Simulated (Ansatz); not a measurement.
A crystal relaxed with r2SCAN in the PAW code Ansatz has space group P6_3mc (No. 186) and a = 2.974 Å, c = 9.733 Å.

```
atom  site       x       y       z
  Na    2b  0.6667  0.3333  0.7608
  Fe    2a  0.0000  0.0000  0.5182
  Xx    2b  0.3333  0.6667  0.5656
```

With r2SCAN the valence top lies at K–Γ (0.48 of the way from K) and the conduction bottom at H, 0.53 eV higher; the smallest vertical gap, at H, is 0.94 eV. HSE06 gives an indirect gap of 1.17 eV, from K–Γ (0.48 of the way from K) to M; the least direct gap is 1.52 eV at M. The PBE gap is indirect, 0.34 eV (K–Γ (0.50 of the way from K) to H), below the direct gap of 0.68 eV at K. Meshes: r2SCAN 12×12×4, HSE06 6×6×2, PBE 12×12×4. r2SCAN's ε∞ is 28.2 along x and y, 5.7 along z.

Q: Which element is Xx?
A. N
B. Sb
C. As
D. Bi

A: A. Xx is N: a 6-atom cell of NaFeN (P6_3mc) from a materials database. Around Na lie 4 N at 2.56–2.97 Å; around Fe lie 3 N at 1.78 Å; around N lie 3 Fe at 1.78 Å and 4 Na at 2.56–2.97 Å.

Calculated for a static, non-magnetic cell.

Where an edge lies off the special points, it is a point of the mesh or the k point where a search put PBE's edge or least direct gap, reused for the other functionals, whose own edges may lie a little apart; PBE's own value is read along its path and can be a few hundredths of an eV high.

The meshes of the hybrids are coarse, so their gaps aren't converged to the digits shown.
